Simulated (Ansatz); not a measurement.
# CdAg: energy along a strain

CdAg, Pm-3m, a = 3.330 Å (as given, not relaxed at this level: -1.8 GPa). The structure is a COD entry; whether it is the stable form wasn't checked. Ansatz: PBEsol, PAW, 420 eV, Γ-centred 14×14×14 mesh on 2 atoms, Gaussian smearing 0.15 eV; no spin polarisation. Cell vectors (Å): 3.330 0.000 0.000; 0.000 3.330 0.000; 0.000 0.000 3.330. The cell is strained by x per cent times the pattern (0 0 1 0 0 0) in the order xx yy zz yz xz xy (engineering shears), with fractional coordinates held. y is the free energy over the start, V0 = 18.463 Å³/atom.

```tsv
x (%)	y (meV/atom)
-2.00	-1.93
-1.50	-1.90
-1.00	-1.56
-0.50	-0.92
0.00	0.00
0.50	1.18
1.00	?
1.50	4.23
1.75	5.13
2.00	6.08
```

**Question.** Fit y = c1 x + c2 x² + c3 x³ to the other rows, get the stiffness along the pattern, and predict the missing energy.

**Answer.** Least squares on the rows shown. y = 2.101 x + 0.5184 x² − 0.02478 x³. The clamped-ion stiffness p·C·p = 2 × 5.184 eV × 160.2 / 18.463 Å³ = 90 GPa, which is C33 in these axes (C11 of the cubic crystal) (second derivative at the start, which stands under stress). At x = 1.00 the fit asked for gives 2.59 meV/atom. The run gave 2.60 meV/atom, so the fit is 0.01 meV/atom too low, a small miss on the scale of the series.